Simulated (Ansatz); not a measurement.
GaN (zinc blende, F-43m), a = 4.498 Å, b = 4.498 Å, c = 4.498 Å, α = 90.00°, β = 90.00°, γ = 90.00°; the cell used has 2 atoms.

This is the r²SCAN-relaxed structure.

Question: All from DFT-r²SCAN in the program Ansatz with PAW potentials, unless another level is named. Estimate the Born charges (a third of the trace).

Answer: Ga +2.67, N -2.67 e.

Question: What about the largest static χ(2) component?

Answer: 9.9 pm/V.

Question: What about the static dielectric constant ε0 (ions relaxed, cell fixed)?

Answer: 9.95.

Question: Next, the Bader charges?

Answer: Ga +1.65, N -1.65 e.

The cell was relaxed with r²SCAN under the symmetry of its start; phonons on a q-mesh show no instability. Scalar-relativistic: spin–orbit coupling is off unless named, which matters more the heavier the elements.

Potentials: the earlier of the program's two PAW sets.
